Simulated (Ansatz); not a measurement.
Input:

SiBi₂O₅:
```yaml
crystal:
  lattice:
    - [7.58539, -2.74035, 0.00000]
    - [7.58539, 2.74035, 0.00000]
    - [0.00000, 0.00000, 5.32729]
  atoms:
    - { symbol: Si, position: [0.67884, 0.32116, 0.80047] }
    - { symbol: Si, position: [0.32116, 0.67884, 0.30047] }
    - { symbol: Bi, position: [0.61369, 0.05558, 0.24478] }
    - { symbol: Bi, position: [0.38631, 0.94442, 0.74478] }
    - { symbol: Bi, position: [0.94442, 0.38631, 0.24478] }
    - { symbol: Bi, position: [0.05558, 0.61369, 0.74478] }
    - { symbol: O, position: [0.25960, 0.24136, 0.01511] }
    - { symbol: O, position: [0.74040, 0.75864, 0.51511] }
    - { symbol: O, position: [0.75864, 0.74040, 0.01511] }
    - { symbol: O, position: [0.24136, 0.25960, 0.51511] }
    - { symbol: O, position: [0.73423, 0.08197, 0.82455] }
    - { symbol: O, position: [0.26577, 0.91803, 0.32455] }
    - { symbol: O, position: [0.91803, 0.26577, 0.82455] }
    - { symbol: O, position: [0.08197, 0.73423, 0.32455] }
    - { symbol: O, position: [0.46956, 0.53044, 0.02861] }
    - { symbol: O, position: [0.53044, 0.46956, 0.52861] }
```

This is the PBEsol-relaxed structure. Tensor components refer to the Cartesian frame of this cell.

Q: All from PBEsol (plane waves, PAW; program Ansatz), unless another level is named. Predict the band gap.

A: 2.70 eV (smallest direct gap 2.73 eV).

Q: What about the electron effective mass?

A: 0.41, 0.41, 1.7 mₑ (principal values).

Q: Give the hole effective mass.

A: 0.54 along x, 7.5 along z (mₑ).

Q: What about the HSE06 gap on the PBEsol cell?

A: 4.00 eV.

Q: Next, the conduction-band minimum?

A: at Y (k = 0.500, 0.500, 0.000).

Space group Cmc2_1. The workflow started from a Materials Project entry (that database holds measured and hypothetical structures alike); the Crystallography Open Database copy checked does not list it. Its standing as an ambient phase is unchecked. The PBEsol relaxation kept the symmetry of its start; of distortions, only those at the zone centre were tested. Spin–orbit coupling is left out wherever it is not named.

Potentials: the later of the program's two PAW sets.
